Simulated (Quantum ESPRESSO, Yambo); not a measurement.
WO3 (space group Pmma, No. 51): one geometry, one set of PBEsol (pw.x of Quantum ESPRESSO, ONCV potentials, without SOC) orbitals, self-energies from Yambo (2×4×4 Γ-centred k mesh, bands 3 to 177 and a 7 Ry block in the screening, 177 bands in G with the Bruneval-Gonze terminator, plasmon pole fitted at 27.2 eV).

| level | gap (0, -0.5, -0.5) → Γ (eV) | direct gap at (0, 0, -0.5) (eV) |
|---|---|---|
| PBEsol (Quantum ESPRESSO) | 0.54 | 0.62 |
| exchange only (Hartree-Fock self-energy on PBEsol orbitals) | (withheld) | (withheld) |
| static COHSEX@PBEsol | 1.47 | 1.58 |
| G0W0@PBEsol, plasmon pole | (withheld) | (withheld) |

**Question.** Some entries are withheld; supply them.

**Answer.** 
- exchange only (Hartree-Fock self-energy on PBEsol orbitals), gap (0, -0.5, -0.5) → Γ (eV): 10.41
- exchange only (Hartree-Fock self-energy on PBEsol orbitals), direct gap at (0, 0, -0.5) (eV): 10.55
- G0W0@PBEsol, plasmon pole, gap (0, -0.5, -0.5) → Γ (eV): 1.35
- G0W0@PBEsol, plasmon pole, direct gap at (0, 0, -0.5) (eV): 1.46

Bare exchange has no screening and gives the widest gap; static COHSEX screens it but leaves out the frequency dependence, which G0W0 restores.

Nearest settings tried, and what they do to the gap: 75 bands in G: +35 meV; 89 bands in W: +117 meV; 3 Ry block (65 vectors against 245): +248 meV. Not varied: mesh. So the settings aren't converged at that level.

Geometry of the Materials Project entry, not relaxed at this level; primitive cell a = 7.720 Å, b = 3.860 Å, c = 3.867 Å, α = 90.00°, β = 90.00°, γ = 90.00°.

The structure is a Materials Project entry; no match was found in the copy of COD used, and its stability was not checked.
